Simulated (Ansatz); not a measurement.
Ni3Sn4 in space group C2/m (No. 12; Ni on 2a, Ni on 4i, Sn on 4i, Sn on 4i), the program Ansatz at the PBEsol level (PAW), all energies at zero smearing, with the estimated change up to a 700 eV cutoff added, with one set of potentials and settings (totals compare only within such a set). Cell of 7 atoms (3 Ni, 4 Sn): -41215.977 eV.

```
element                             reference phase  E (eV/atom)
-------  ------------------------------------------  -----------
Ni       Fm-3m, 1 atoms in the cell, spin-polarised   -5804.9762
Sn                    I4_1/amd, 2 atoms in the cell   -5949.7830
```

Formation energy per atom, worked out: (-41215.977 − 3×(-5804.9762) − 4×(-5949.7830))/7 = -0.274 eV/atom (-26 kJ per mol of atoms), at 0 K, without zero-point energy or fitted corrections.

The workflow started from a Materials Project entry (that database holds measured and hypothetical structures alike); the Crystallography Open Database files this formula in space group No. 12, but the cells were not matched. Its standing as an ambient phase is unchecked. The cell was relaxed with PBEsol under the symmetry of its start; of distortions, only those at the zone centre were tested. No spin polarisation was allowed. The references are the lowest solids computed at this level, not always the standard phases. Spin–orbit coupling is left out wherever it is not named.

Potentials: the later of the program's two PAW sets.
